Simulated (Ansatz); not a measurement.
Ansatz (a program for electronic structure) input:

Ansatz 0.2 input:
```yaml
crystal:
  lattice:
    - [4.4849225697, 0.0, 0.0]
    - [0.0, 4.4849225697, 0.0]
    - [0.0, 0.0, 2.9965986855]
  atoms:
    - { symbol: Mg, position: [0.5, 0.5, 0.5] }
    - { symbol: Mg, position: [0.0, 0.0, 0.0] }
    - { symbol: H, position: [0.6953866599, 0.6953866599, 0.0] }
    - { symbol: H, position: [0.3046133401, 0.3046133401, 0.0] }
    - { symbol: H, position: [0.8046133401, 0.1953866599, 0.5] }
    - { symbol: H, position: [0.1953866599, 0.8046133401, 0.5] }
kpoints:
  mp_grid: { grid: [4, 4, 5] }
hamiltonian:
  xc: hse06
  pseudopotentials: { kind: paw }
scf:
  n_extra_bands: 6
  occupations: { method: fixed }
output:
  eigenvalues: true
  eigenstates:
    e_range: [-9.0, 14.6]
    kpoints:
      - [0.153646, 0.153646, -0.052083]  # VBM
      - [0.395833, 0.395833, -0.5]  # CBM
      - [0.0, 0.0, 0.0]  # GAMMA
      - [0.0, 0.0, 0.5]  # Z
      - [0.5, 0.5, 0.0]  # M
      - [0.5, 0.5, 0.5]  # A
      - [0.0, 0.5, 0.5]  # R
      - [0.0, 0.5, 0.0]  # X
```

Output (shortened):

```
Pseudopotentials: kind: paw
Pseudopotential: Mg, paw, valence charge 10
Pseudopotential: H, paw, valence charge 1
Functional definition: HSE06
davidson cushion auto → on  (no smearing: the cushion is to keep the highest requested band from converging to the state above it …
Crystal: 6 atoms, lattice volume = 60.275 Å³
Basis set: ecut = 420 eV, 1187 PW (Γ)
Bands: 18, of which v1, the nominal top of the filled ones, is band 12 counted from 1 (11 counted from 0)
Symmetry: 16 space group operations
Space group: P42/mnm (ITA 136), of the structure as read, at distance tolerance 3.9e-5 Å
k-points: 18 of 80
PAW frozen core: Mg, regenerated for the run's functional, and the local potential with it
Initial wavefunctions: pseudopotential atomic-orbital guess
Eigensolver: davidson
Functional: x = pbe(κ = 0.804, μ = 0.2195149727645171), c = pbe(β = 0.06672455060314922), warm-up for x = pbe(κ = 0.804, μ = 0.2195149727645171) + 0.25 (exact …
SCF iter   1: F=—  HF=-3912.180171 eV  |F-HF|=—  |Δ(HF+E_count)|=         —  Δρ=3.96e-4  dr2=3.64e-5  ethr=1.77e-3  ⟨swp⟩=2.3  Hψ=2384  notcnv=0
preconditioner: auto → none
SCF iter   2: F=-3912.180394 eV  HF=-3912.180335 eV  |F-HF|=5.86e-5  |Δ(HF+E_count)|=   1.65e-4  Δρ=1.80e-4  dr2=6.03e-6  ethr=1.52e-7  ⟨swp⟩=5.4  Hψ=1063  notcnv=0  defer=6
SCF 1 stopped early in 2 iterations: F = -3912.180394 eV  dr2 = 6.03e-6
Crystal: 6 atoms, lattice volume = 60.275 Å³
Initial density: handed on by an earlier stage of this run
Initial wavefunctions: those handed on with the density
Functional: x = pbe(κ = 0.804, μ = 0.2195149727645171) + 0.25 (exact − pbe) at short range (hse, ω = 0.20786987370883472 Å⁻¹), c = pbe(β = 0.06672455060314922); HSE06 as pw.x's `hse` composes it (authors' and Libxc's form: `xc: wpbeh`)
Exchange kernel: α = 0.2500, screened, ω = 0.2079 Å⁻¹, Wigner–Seitz truncation, v(0) = 1037.2898 eV·Å³, q-mesh 4×4×5, nearest image of the exchange supercell L …
Frozen-core exchange: fock
SCF iter   1: F=—  HF=-3913.077149 eV  |F-HF|=—  |Δ(HF+E_count)|=         —  Δρ=3.68e-3  dr2=3.20e-3  ethr=2.51e-7  ⟨swp⟩=7.3  Hψ=1682  notcnv=0
preconditioner: auto → none
SCF iter   2: F=—  HF=-3913.074610 eV  |F-HF|=—  |Δ(HF+E_count)|=   2.54e-3  Δρ=1.23e-3  dr2=6.74e-4  ethr=2.51e-7  ⟨swp⟩=4.0  Hψ=1159  notcnv=0
SCF iter   3: F=—  HF=-3913.074508 eV  |F-HF|=—  |Δ(HF+E_count)|=   1.03e-4  Δρ=2.38e-4  dr2=3.26e-4  ethr=2.51e-7  ⟨swp⟩=3.0  Hψ=1044  notcnv=0
SCF iter   4: F=—  HF=-3913.077709 eV  |F-HF|=—  |Δ(HF+E_count)|=   3.20e-3  Δρ=3.46e-4  dr2=4.81e-5  ethr=5.68e-8  ⟨swp⟩=4.2  Hψ=1350  notcnv=0
iter 5 solved again at ethr=5.61e-10 eV; its pass at ethr=5.68e-8 eV (dr2=1.35e-7 eV) is discarded
SCF iter   5: F=—  HF=-3913.077686 eV  |F-HF|=—  |Δ(HF+E_count)|=   2.32e-5  Δρ=2.61e-5  dr2=3.73e-6  ethr=5.61e-10  ⟨swp⟩=2.6  Hψ=1771  notcnv=0  defer=2
SCF iter   6: F=-3913.077712 eV  HF=-3913.077713 eV  |F-HF|=6.11e-7  |Δ(HF+E_count)|=   2.68e-5  Δρ=4.81e-5  dr2=1.16e-6  ethr=5.61e-10  ⟨swp⟩=4.4  Hψ=1297  notcnv=0
SCF 2 stopped early in 6 iterations: F = -3913.077712 eV  dr2 = 1.16e-6
hybrid outer 1: dexx = +3.424e-3 eV, tail = 4.29e-5 eV
Crystal: 6 atoms, lattice volume = 60.275 Å³
Exchange kernel: α = 0.2500, screened, ω = 0.2079 Å⁻¹, Wigner–Seitz truncation, v(0) = 1037.2898 eV·Å³, q-mesh 4×4×5, nearest image of the exchange supercell L …
Frozen-core exchange: fock
SCF iter   1: F=—  HF=-3913.077591 eV  |F-HF|=—  |Δ(HF+E_count)|=         —  Δρ=3.88e-5  dr2=7.02e-7  ethr=8.93e-7  ⟨swp⟩=2.1  Hψ=722  notcnv=0
preconditioner: auto → none
iter 2 solved again at ethr=5.11e-11 eV; its pass at ethr=2.74e-9 eV (dr2=1.23e-8 eV) is discarded
SCF iter   2: F=-3913.077591 eV  HF=-3913.077591 eV  |F-HF|=1.59e-8  |Δ(HF+E_count)|=   3.37e-7  Δρ=7.50e-6  dr2=4.02e-8  ethr=5.11e-11  ⟨swp⟩=2.3  Hψ=1774  notcnv=0  defer=2
SCF 3 converged in 2 iterations: F = -3913.077591 eV  dr2 = 4.02e-8
hybrid outer 2: dexx = +1.306e-7 eV, tail = 1.05e-7 eV, Δε = 1.35e-3 eV (about 1.51e-4 eV left of the loop's levels)
NSCF: frozen V_eff on 8 k-points
hybrid SCF converged: 2 outer / 8 inner (+2 warm-up), last move |dexx| = 1.31e-7 eV, tail = 1.05e-7 eV
Stability not checked (fock_operator)
Free energy (F): -3913.077591 eV
Frozen-core exchange: fock
Harris-Foulkes:  -3913.077591 eV  (|F-HF|=1.59e-8)
Internal energy: -3913.077591 eV  (E = F + TS)
E sigma→0 (E₀):  -3913.077591 eV
Fermi energy:    1.149955 eV
--- Per-component energies (eV) ---
  E_band       = -822.888116
  E_kinetic    = 208.663625
  E_local      = -3438.464414  (includes V_loc(G=0)·N_el)
  E_nonlocal   = 194.636345
  E_hartree    = 1233.990343
  E_xc         = -77.976063
  E_vxc        = -99.518299  (∫ρ·V_xc dr)
  E_exx        = -110.175131  (= α·E_x^exact, valence–valence)
  E_paw        = -493.941327  (= ΣΔE_a)
  E_vpaw       = 64.167609  (= ΣTr[D̂ρ^β])
  E_aug_tail   = -0.005305  (compensation charges beyond the density's cutoff)
  E_ewald      = -1429.735900
  E_core_change = -0.069762  (= ΣΔE_core)
  E_smearing   =  0.000000  (= −TS)
  E_closure    =  0.000000  (closes the sum)
  Σ components = -3913.077591   (vs F -3913.077591, Δ=-4.55e-13)
  [band-id]    e_kinetic+e_local+e_nonlocal+2·e_hartree+e_vxc+2·e_exx+e_vpaw+e_augmentation_tail = -822.890016   (vs E_band -822.888116, Δ=-1.90e-3)
--- Band table (eV; the first three rows and the last of 18) ---
  k-point 0: bands = ["-77.1419", "-77.1404", "-42.0521", "-42.0521", "-42.0325", "-42.0325", "-42.0157", "-42.0130", "-5.9818", "-0.4301", "-0.4301", "0.7614", "6.9176", "7.4436", "11.7522", "11.7522", "13.5835", "14.0036"]
  k-point 1: bands = ["-77.1409", "-77.1396", "-42.0497", "-42.0497", "-42.0319", "-42.0319", "-42.0281", "-42.0260", "-5.3075", "0.0000", "0.0000", "0.6382", "7.6131", "7.6541", "10.3322", "11.8992", "11.8992", "12.9171"]
  k-point 2: bands = ["-77.1390", "-77.1385", "-42.0480", "-42.0471", "-42.0457", "-42.0457", "-42.0312", "-42.0312", "-3.4034", "-0.8558", "0.8927", "0.8927", "7.9402", "9.6916", "9.7130", "9.7130", "10.2323", "10.9305"]
  k-point 17: bands = ["-77.1387", "-77.1387", "-42.0475", "-42.0475", "-42.0459", "-42.0459", "-42.0313", "-42.0313", "-1.1827", "-1.1827", "-0.1547", "-0.1547", "6.7614", "6.7614", "6.9581", "6.9581", "15.5512", "15.5512"]
  band table: 18 of 18 bands, residual norms ≤ 1.0e-3 eV
```

Cost: roughly 90 core-seconds on shared cores.

The points marked VBM and CBM come from a semilocal run.

Space group P4_2/mnm (rutile). Symmetry was held in the r²SCAN relaxation.

Potentials: the later of the program's two PAW sets.

Ansatz is a plane-wave DFT program.
